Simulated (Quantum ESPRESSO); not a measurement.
## Band energies of RhCuO2

```
CELL_PARAMETERS angstrom
      1.53552     0.88653     5.63750
     -1.53552     0.88653     5.63750
      0.00000    -1.77307     5.63750
ATOMIC_POSITIONS crystal
  O  0.89236 0.89236 0.89236
  O  0.10764 0.10764 0.10764
  Cu 0.00000 0.00000 0.00000
  Rh 0.50000 0.50000 0.50000
```

PBEsol (Quantum ESPRESSO, PseudoDojo norm-conserving, 92 Ry, with spin-orbit coupling); path ΓLB1,BZΓX,QFP1Z,LP; energies in eV from the valence-band maximum.

```csv
k (1/Å),point,band 48,band 49,band 50,band 51,band 52,band 53,band 54,band 55
0.00,Γ,-0.76,2.10,2.10,2.83,2.83,2.92,2.92,6.37
0.33,,-0.69,2.23,2.23,2.49,2.49,2.73,2.73,7.13
0.76,,-0.43,1.74,1.74,2.44,2.44,2.81,2.81,7.79
1.20,L,-0.57,1.94,1.94,2.47,2.47,3.00,3.00,5.60
1.62,,-0.25,1.89,1.89,1.97,1.97,3.92,3.92,6.05
1.95,B1,-0.01,1.94,1.94,1.98,1.98,4.46,4.46,5.49
1.95,B,-0.01,1.94,1.94,1.98,1.98,4.46,4.46,5.49
2.38,,-0.60,1.36,1.36,2.02,2.02,3.74,3.74,8.44
2.81,,-0.25,1.52,1.52,2.33,2.33,3.76,3.76,6.05
3.24,Z,-0.27,2.51,2.51,2.61,2.61,3.23,3.23,4.80
3.69,,-0.67,2.14,2.14,2.80,2.80,2.89,2.89,6.27
3.80,Γ,-0.76,2.10,2.10,2.83,2.83,2.92,2.92,6.37
4.00,,-0.74,2.19,2.19,2.64,2.64,2.84,2.84,6.71
4.40,,-0.51,1.89,1.89,1.97,1.97,3.15,3.15,8.34
4.80,,-0.33,1.58,1.58,1.92,1.92,3.90,3.90,7.16
5.20,X,-0.02,1.90,1.90,1.98,1.98,4.74,4.74,5.23
5.20,Q,-0.02,1.90,1.90,1.98,1.98,4.74,4.74,5.23
5.52,,-0.09,1.85,1.85,2.35,2.35,3.39,3.39,6.19
5.84,F,-0.24,1.76,1.76,2.76,2.76,2.78,2.78,6.46
5.84,P1,-0.31,1.75,1.75,2.67,2.67,2.85,2.85,6.32
6.22,,-0.47,0.93,0.93,2.46,2.46,3.75,3.75,7.77
6.59,,-0.24,1.63,1.63,2.45,2.45,3.68,3.68,5.76
6.97,Z,-0.27,2.51,2.51,2.61,2.61,3.23,3.23,4.80
6.97,L,-0.57,1.94,1.94,2.47,2.47,3.00,3.00,5.60
7.34,P,-0.31,1.75,1.75,2.67,2.67,2.85,2.85,6.32
```

The PBEsol gap is 0.69 eV; at least one edge lies off the plotted path, at a point of the SCF mesh. The smallest direct gap is 1.01 eV. Another valence extremum on the path lies within 0.02 eV, too close to call.

The 3d shell has no Hubbard U; the runs are without spin polarisation, and magnetic order was not tried.

Geometry relaxed with PBEsol.
